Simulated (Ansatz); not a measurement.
Here is the system:

AlCu:
```cif
data_AlCu
_chemical_formula_sum 'Al1 Cu1'
_space_group_name_H-M_alt 'P 1'
_space_group_IT_number 1
_cell_length_a 2.95599
_cell_length_b 2.95599
_cell_length_c 2.95599
_cell_angle_alpha 90.000
_cell_angle_beta 90.000
_cell_angle_gamma 90.000
loop_
_space_group_symop_operation_xyz
  'x, y, z'
loop_
_atom_site_label
_atom_site_type_symbol
_atom_site_fract_x
_atom_site_fract_y
_atom_site_fract_z
_atom_site_occupancy
Al1 Al 0.00000 0.00000 0.00000 1
Cu1 Cu 0.50000 0.50000 0.50000 1
```

This is the PBEsol-relaxed structure.

Problem. All from PBEsol in the plane-wave PAW code Ansatz, unless another level is named. Estimate the density of states at the Fermi level.

Solution. 0.29 states/eV per atom (mean over ±0.08 eV).

Problem. Give the formation energy from the elements (no fitted shifts).

Solution. -153 meV/atom.

Space group Pm-3m (CsCl type). The workflow started from a Materials Project entry (that database holds measured and hypothetical structures alike); the Crystallography Open Database copy checked does not list it. COD files the formula under space group No. 12. Whether it is the stable phase at ambient conditions was not checked. The PBEsol relaxation kept the symmetry of its start. At this level the phase is mechanically unstable. No spin polarisation was allowed. The references are the lowest solids computed at this level, not always the standard phases.

Potentials: the later of the program's two PAW sets.
